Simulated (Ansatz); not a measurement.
SiO$_{2}$:
```xyz
6
Lattice="4.1550 0.0000 0.0000 0.0000 4.1550 0.0000 0.0000 0.0000 2.6614" Properties=species:S:1:pos:R:3 pbc="T T T"
Si     2.0775     2.0775     1.3307
Si     0.0000     0.0000     0.0000
O      2.8853     2.8853     0.0000
O      1.2696     1.2696     0.0000
O      3.3471     0.8078     1.3307
O      0.8078     3.3471     1.3307
```

Relaxed with LDA.

Which orbitals make up the states near the band edges in the program Ansatz at the LDA level (PAW)?

Top 1 eV of the valence band: O 2p 97 %. Bottom 1 eV of the conduction band: Si 3s 45 %, O 2s 32 %, O 2p 9 %, outside the projected shells 10 %. Projections are on Löwdin-orthogonalised atomic valence shells; empty p or d shells of many metals are not among them.

Tabulate the density of states.

States/eV per cell of 6 atoms, in 0.25 eV bins, energy from the valence-band maximum.

```csv
E (eV),total,O 2p,Si 3p,Si 3s
-7.85,2.06,1.50,0.38,0.08
-7.60,1.72,1.26,0.29,0.08
-7.35,1.68,1.24,0.28,0.07
-7.10,1.88,1.40,0.32,0.08
-6.85,2.06,1.54,0.35,0.07
-6.60,2.76,2.10,0.46,0.08
-6.35,2.62,2.01,0.41,0.08
-6.10,2.76,2.14,0.39,0.07
-5.85,2.61,2.07,0.35,0.06
-5.60,2.48,1.99,0.32,0.05
-5.35,2.49,2.02,0.32,0.04
-5.10,2.32,1.92,0.27,0.03
-4.85,2.20,1.86,0.22,0.02
-4.60,2.80,2.41,0.25,0.02
-4.35,3.22,2.82,0.24,0.02
-4.10,2.77,2.49,0.15,0.02
-3.85,4.03,3.69,0.17,0.02
-3.60,4.44,4.14,0.13,0.01
-3.35,3.49,3.30,0.07,0.01
-3.10,2.09,1.97,0.04,0.01
-2.85,2.14,2.02,0.04,0.01
-2.60,2.70,2.55,0.05,0.01
-2.35,3.65,3.47,0.04,0.02
-2.10,3.21,3.07,0.04,0.01
-1.85,3.61,3.50,0.02,0.01
-1.60,4.12,4.01,0.02,0.01
-1.35,3.14,3.05,0.02,0.00
-1.10,2.36,2.29,0.02,0.00
-0.85,1.00,0.97,0.01,0.00
-0.60,0.60,0.59,0.01,0.00
-0.35,0.35,0.34,0.00,0.00
-0.10,0.11,0.11,0.00,0.00
0.15,0.00,0.00,0.00,0.00
0.40,0.00,0.00,0.00,0.00
0.65,0.00,0.00,0.00,0.00
0.90,0.00,0.00,0.00,0.00
1.15,0.00,0.00,0.00,0.00
1.40,0.00,0.00,0.00,0.00
1.65,0.00,0.00,0.00,0.00
1.90,0.00,0.00,0.00,0.00
2.15,0.00,0.00,0.00,0.00
2.40,0.00,0.00,0.00,0.00
2.65,0.00,0.00,0.00,0.00
2.90,0.00,0.00,0.00,0.00
3.15,0.00,0.00,0.00,0.00
3.40,0.00,0.00,0.00,0.00
3.65,0.00,0.00,0.00,0.00
3.90,0.00,0.00,0.00,0.00
4.15,0.00,0.00,0.00,0.00
4.40,0.00,0.00,0.00,0.00
4.65,0.00,0.00,0.00,0.00
4.90,0.00,0.00,0.00,0.00
5.15,0.00,0.00,0.00,0.00
5.40,0.00,0.00,0.00,0.00
5.65,0.00,0.00,0.00,0.00
5.90,0.01,0.00,0.00,0.01
6.15,0.07,0.00,0.00,0.03
6.40,0.12,0.01,0.00,0.06
6.65,0.23,0.03,0.01,0.10
6.90,0.38,0.05,0.01,0.16
7.15,0.56,0.08,0.02,0.23
7.40,1.11,0.18,0.08,0.48
7.65,1.76,0.31,0.13,0.76
7.90,2.19,0.42,0.17,0.96
8.15,2.57,0.53,0.22,1.14
8.40,2.16,0.44,0.29,0.87
8.65,1.96,0.35,0.44,0.65
8.90,1.62,0.26,0.51,0.43
9.15,1.63,0.25,0.61,0.36
9.40,1.45,0.23,0.58,0.28
9.65,1.31,0.20,0.58,0.21
9.90,1.37,0.20,0.66,0.18
10.15,1.76,0.19,0.94,0.13
10.40,2.24,0.24,1.18,0.15
10.65,2.07,0.25,1.06,0.14
```

Space group P4_2/mnm (rutile). This is a known high-pressure phase of the composition, computed here at zero pressure and temperature. Symmetry was held in the LDA relaxation; phonons on a q-mesh show no instability.

Potentials: the earlier of the program's two PAW sets.
